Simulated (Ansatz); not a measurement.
A geometry of SiS2 away from equilibrium: the start of the relaxation of a relaxed SiS2 cell with every coordinate shifted by Gaussian noise of σ = 0.3 Å. Level of theory: r2SCAN (plane waves to 500 eV, PAW, scalar-relativistic; Ansatz, a program for electronic structure). Γ-centred k-mesh 5×6×5 on the run's cell (coarser than for final values), Fermi–Dirac smearing 0.05 eV.

```xyz
6
Lattice="-2.9015 4.9459 2.7728 2.9015 -4.9459 2.7728 2.9015 4.9459 -2.7728" Properties=species:S:1:pos:R:3 pbc="T T T"
S      1.0857     4.0728     2.3985
S      0.8855    -1.4036     2.9646
S      1.5617     6.0962    -0.3976
S      0.9279     1.1137     0.4811
Si    -0.0597     0.3482     3.9867
Si    -0.1158    -0.1093     2.0421
```

### Question
Predict the force on each atom, in eV/Å.

### Answer
```tsv
atom	Fx	Fy	Fz
S1	2.37	1.25	0.11
S2	2.11	-2.13	2.21
S3	-6.20	5.82	3.66
S4	0.26	-0.44	-2.32
Si5	-1.94	-0.17	11.36
Si6	3.40	-4.33	-15.01
```

### Question
What is the pressure?

### Answer
+8.1 GPa, compression positive.

No spin polarisation in the result. Without a van der Waals term the distances between weakly bound units are poorly fixed.
